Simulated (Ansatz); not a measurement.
Starting cell, Pd (fcc, Cu type):

```
CELL_PARAMETERS angstrom
      0.00000     3.91144     3.91144
      1.95572     1.95572     3.91144
      1.95572     1.95572     0.00000
ATOMIC_POSITIONS crystal
  Pd 0.00000 0.00000 0.00000
  Pd 0.50000 0.00000 0.00000
```

The atoms are displaced by Q × the pattern below (from a DFPT mode at X = (0.5, 0.5, 0.0), largest move 1; Q in Å), at fixed cell. It is one choice among 2 degenerate patterns. (q is in reciprocal vectors of the primitive cell; the cell shown is doubled to hold the pattern.)

```json
[
 {"atom": "Pd1", "x": "0.000", "y": "1.000", "z": "0.000"},
 {"atom": "Pd2", "x": "0.000", "y": "-1.000", "z": "0.000"}
]
```

The numbers are results of r2SCAN (plane waves to 500 eV, PAW, scalar-relativistic; Ansatz, an electronic-structure program), not measurements. k mesh 20×20×20 (Γ-centred), Fermi-Dirac smearing 0.05 eV. E stands for the smeared free energy. With partly filled bands, energies and forces of such displacements shift with the k mesh and the smearing. Pd is run without spin polarisation. Pd was relaxed with its symmetry unable to fall. The PAW data are Ansatz's earlier set. The zero of ΔE is the undisplaced structure. The last digit holds for this mesh only.

```json
[
 {"Q (Å)": "-0.180", "ΔE (meV/cell)": "286.5"},
 {"Q (Å)": "-0.150", "ΔE (meV/cell)": "withheld"},
 {"Q (Å)": "-0.120", "ΔE (meV/cell)": "126.9"},
 {"Q (Å)": "-0.090", "ΔE (meV/cell)": "71.3"},
 {"Q (Å)": "-0.060", "ΔE (meV/cell)": "31.7"},
 {"Q (Å)": "-0.030", "ΔE (meV/cell)": "7.9"},
 {"Q (Å)": "0.000", "ΔE (meV/cell)": "0.0"},
 {"Q (Å)": "0.030", "ΔE (meV/cell)": "7.9"},
 {"Q (Å)": "0.060", "ΔE (meV/cell)": "31.7"},
 {"Q (Å)": "0.090", "ΔE (meV/cell)": "71.3"},
 {"Q (Å)": "0.120", "ΔE (meV/cell)": "126.9"},
 {"Q (Å)": "0.150", "ΔE (meV/cell)": "withheld"},
 {"Q (Å)": "0.180", "ΔE (meV/cell)": "286.5"}
]
```

Task: Fit an even polynomial form (powers 2, 4) to the given rows and predict ΔE at Q = 0.150.

Result: Least squares on the 11 given rows: ΔE = (8790)·Q² + (1630)·Q⁴, in meV/cell with Q in Å; root-mean-square residual 0.02 meV/cell. At 0.150 the fit gives 198.6 meV/cell; the calculation gives 198.5 meV/cell, so the interpolation is off by 0.1 (+0.1 %). The quadratic term alone would give 197.8 meV/cell.

(A displaced cell: forces are minus the slopes of the energy, force constants its curvatures, and phonons follow from these.)
